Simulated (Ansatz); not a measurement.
**Two inputs for MoS2 with phosphorus replacing Mo**

This input was run with Ansatz:

```yaml
crystal:
  lattice:
    - [9.507, 0.0, 0.0]
    - [-4.7535, 8.2333035138, 0.0]
    - [0.0, 0.0, 12.324]
  atoms:
    - { symbol: P, position: [0.1111111111, 0.2222222222, 0.25] }
    - { symbol: Mo, position: [0.1111111111, 0.5555555556, 0.25] }
    - { symbol: Mo, position: [0.1111111111, 0.8888888889, 0.25] }
    - { symbol: Mo, position: [0.4444444444, 0.2222222222, 0.25] }
    - { symbol: Mo, position: [0.4444444444, 0.5555555556, 0.25] }
    - { symbol: Mo, position: [0.4444444444, 0.8888888889, 0.25] }
    - { symbol: Mo, position: [0.7777777778, 0.2222222222, 0.25] }
    - { symbol: Mo, position: [0.7777777778, 0.5555555556, 0.25] }
    - { symbol: Mo, position: [0.7777777778, 0.8888888889, 0.25] }
    - { symbol: Mo, position: [0.2222222222, 0.1111111111, 0.75] }
    - { symbol: Mo, position: [0.2222222222, 0.4444444444, 0.75] }
    - { symbol: Mo, position: [0.2222222222, 0.7777777778, 0.75] }
    - { symbol: Mo, position: [0.5555555556, 0.1111111111, 0.75] }
    - { symbol: Mo, position: [0.5555555556, 0.4444444444, 0.75] }
    - { symbol: Mo, position: [0.5555555556, 0.7777777778, 0.75] }
    - { symbol: Mo, position: [0.8888888889, 0.1111111111, 0.75] }
    - { symbol: Mo, position: [0.8888888889, 0.4444444444, 0.75] }
    - { symbol: Mo, position: [0.8888888889, 0.7777777778, 0.75] }
    - { symbol: S, position: [0.1111111111, 0.2222222222, 0.623] }
    - { symbol: S, position: [0.1111111111, 0.5555555556, 0.623] }
    - { symbol: S, position: [0.1111111111, 0.8888888889, 0.623] }
    - { symbol: S, position: [0.4444444444, 0.2222222222, 0.623] }
    - { symbol: S, position: [0.4444444444, 0.5555555556, 0.623] }
    - { symbol: S, position: [0.4444444444, 0.8888888889, 0.623] }
    - { symbol: S, position: [0.7777777778, 0.2222222222, 0.623] }
    - { symbol: S, position: [0.7777777778, 0.5555555556, 0.623] }
    - { symbol: S, position: [0.7777777778, 0.8888888889, 0.623] }
    - { symbol: S, position: [0.2222222222, 0.1111111111, 0.123] }
    - { symbol: S, position: [0.2222222222, 0.4444444444, 0.123] }
    - { symbol: S, position: [0.2222222222, 0.7777777778, 0.123] }
    - { symbol: S, position: [0.5555555556, 0.1111111111, 0.123] }
    - { symbol: S, position: [0.5555555556, 0.4444444444, 0.123] }
    - { symbol: S, position: [0.5555555556, 0.7777777778, 0.123] }
    - { symbol: S, position: [0.8888888889, 0.1111111111, 0.123] }
    - { symbol: S, position: [0.8888888889, 0.4444444444, 0.123] }
    - { symbol: S, position: [0.8888888889, 0.7777777778, 0.123] }
    - { symbol: S, position: [0.1111111111, 0.2222222222, 0.877] }
    - { symbol: S, position: [0.1111111111, 0.5555555556, 0.877] }
    - { symbol: S, position: [0.1111111111, 0.8888888889, 0.877] }
    - { symbol: S, position: [0.4444444444, 0.2222222222, 0.877] }
    - { symbol: S, position: [0.4444444444, 0.5555555556, 0.877] }
    - { symbol: S, position: [0.4444444444, 0.8888888889, 0.877] }
    - { symbol: S, position: [0.7777777778, 0.2222222222, 0.877] }
    - { symbol: S, position: [0.7777777778, 0.5555555556, 0.877] }
    - { symbol: S, position: [0.7777777778, 0.8888888889, 0.877] }
    - { symbol: S, position: [0.2222222222, 0.1111111111, 0.377] }
    - { symbol: S, position: [0.2222222222, 0.4444444444, 0.377] }
    - { symbol: S, position: [0.2222222222, 0.7777777778, 0.377] }
    - { symbol: S, position: [0.5555555556, 0.1111111111, 0.377] }
    - { symbol: S, position: [0.5555555556, 0.4444444444, 0.377] }
    - { symbol: S, position: [0.5555555556, 0.7777777778, 0.377] }
    - { symbol: S, position: [0.8888888889, 0.1111111111, 0.377] }
    - { symbol: S, position: [0.8888888889, 0.4444444444, 0.377] }
    - { symbol: S, position: [0.8888888889, 0.7777777778, 0.377] }
total_charge: 0
kpoints:
  mp_grid: { grid: [3, 3, 2] }
scf:
  occupations: { method: fermi_dirac, width: 0.15 }
hamiltonian:
  xc: pbe
  pseudopotentials: { kind: paw }
output:
  forces: true
  stress: true
  populations: true
  efg:
    quadrupole_moments_barn: { Mo: -0.022, S: -0.0694 }
    contact_densities: true
```

```sh
ansatz run input.yaml --threads 4 --pin off --max-ram 8192MiB --backend cpu --events-out ev --progress --plain --runs-dir out
```

It converged. Of its output the block on the nuclei alone is shown, without the SCF iterations, energies, forces and stress (one atom of each set):

```
--- PAW observables at the nuclei: V_zz in 10²¹ V/m², potentials from the cell's mean, atoms counted from 1 ---
  atom   1  P  V_zz =    -1.201071   η = 0.0000   by run symmetry: allowed
            electrostatic potential = -1494.933210 V   contact ρ = 16038.664460 e/Å³
  atom   2  Mo V_zz =    -7.839474   η = 0.2560   by run symmetry: allowed   C_q = +4.1703 MHz
            electrostatic potential = -6351.033233 V   contact ρ = 595254.572119 e/Å³
  atom   6  Mo V_zz =    -7.384839   η = 0.0000   by run symmetry: allowed   C_q = +3.9284 MHz
            electrostatic potential = -6350.979543 V   contact ρ = 595254.806374 e/Å³
  atom   8  Mo V_zz =    -7.767360   η = 0.0000   by run symmetry: allowed   C_q = +4.1319 MHz
            electrostatic potential = -6350.966765 V   contact ρ = 595254.487093 e/Å³
  atom  10  Mo V_zz =    -7.525791   η = 0.0072   by run symmetry: allowed   C_q = +4.0034 MHz
            electrostatic potential = -6350.831958 V   contact ρ = 595254.635995 e/Å³
  atom  12  Mo V_zz =    -7.422111   η = 0.0091   by run symmetry: allowed   C_q = +3.9482 MHz
            electrostatic potential = -6350.828305 V   contact ρ = 595254.573216 e/Å³
  atom  14  Mo V_zz =    -7.349201   η = 0.0088   by run symmetry: allowed   C_q = +3.9095 MHz
            electrostatic potential = -6350.823408 V   contact ρ = 595254.562318 e/Å³
  atom  19  S  V_zz =    -5.339085   η = 0.0000   by run symmetry: allowed   C_q = +8.9594 MHz
            electrostatic potential = -1636.417407 V   contact ρ = 19771.639484 e/Å³
  atom  20  S  V_zz =    -5.091386   η = 0.0064   by run symmetry: allowed   C_q = +8.5438 MHz
            electrostatic potential = -1636.386832 V   contact ρ = 19771.522829 e/Å³
  atom  24  S  V_zz =    -5.068972   η = 0.0000   by run symmetry: allowed   C_q = +8.5062 MHz
            electrostatic potential = -1636.386335 V   contact ρ = 19771.553375 e/Å³
  atom  26  S  V_zz =    -5.105671   η = 0.0000   by run symmetry: allowed   C_q = +8.5677 MHz
            electrostatic potential = -1636.383741 V   contact ρ = 19771.499173 e/Å³
  atom  28  S  V_zz =    -4.231492   η = 0.7082   by run symmetry: allowed   C_q = +7.1008 MHz
            electrostatic potential = -1636.602877 V   contact ρ = 19772.616694 e/Å³
  atom  30  S  V_zz =    -4.973208   η = 0.1058   by run symmetry: allowed   C_q = +8.3455 MHz
            electrostatic potential = -1636.534197 V   contact ρ = 19771.495188 e/Å³
  atom  32  S  V_zz =    -5.258970   η = 0.0239   by run symmetry: allowed   C_q = +8.8250 MHz
            electrostatic potential = -1636.482205 V   contact ρ = 19771.382031 e/Å³
```

Problem. Can these gradients be trusted, and how do they compare with a run on standard settings?

Solution. Only as results of these settings. Against the standard input the change is `scf.occupations.width`: 0.01 → 0.15; `total_charge`: 1 → 0. A site carries the number of its first atom; V_zz in 10²¹ V/m².

```
site  V_zz standard  η standard  V_zz here  η here
   P          -1.29        0.00      -1.20    0.00
 Mo2          -8.75        0.27      -7.84    0.26
 Mo6          -8.34        0.00      -7.38    0.00
 Mo8          -8.62        0.00      -7.77    0.00
Mo10          -7.27        0.01      -7.53    0.01
Mo12          -7.17        0.01      -7.42    0.01
Mo14          -7.05        0.01      -7.35    0.01
 S20          -4.90        0.01      -5.09    0.01
 S26          -4.88        0.00      -5.11    0.00
 S28          -4.75        0.92      -4.23    0.71
 S30          -4.70        0.15      -4.97    0.11
 S32          -5.54        0.01      -5.26    0.02
```

The largest change of V_zz is on Mo6, from -8.34 to -7.38. The whole tensor moves most on Mo2, by 1.75 along its most changed direction. In per cent, |V_zz| changes by -11 to +4 on Mo, -11 to +6 on S (all sites that start above 2). Where |V_zz| stays above 0.1, η moves most on S28, from 0.92 to 0.71. The table leaves out 2 of the 14 sites, with |V_zz| up to 5.34; their tensors move by 0.18 at most along any direction. The statements above cover all sites. The changed cell is neutral, so it isn't the same charge state. It has an odd number of electrons and no spin polarisation, so the extra carrier is shared by both spins and spread out, where a real one carries spin and can localise. SCF iterations: 12 and 12.

On the reference run: The run isn't spin-polarised, and a state with spin may lie lower. The defect repeats with the cell of 54 atoms, so it feels its images: sites between two images don't show the values beside a lone defect, and zeros or small values of η there can come from the images' arrangement. Mo and S carry a gradient in the pure host already, so the values there aren't the defect's effect alone. A uniform background compensates the cell's charge. The defect cell has no gap above 0.1 eV on its mesh, so the values can hang on the smearing and the k-mesh. Without spin–orbit coupling (the program notes it for Mo) the gradients can shift somewhat, as the gap is small. The neighbours have not yet relaxed around the defect (largest force 0.85 eV/Å), so a real crystal will differ.
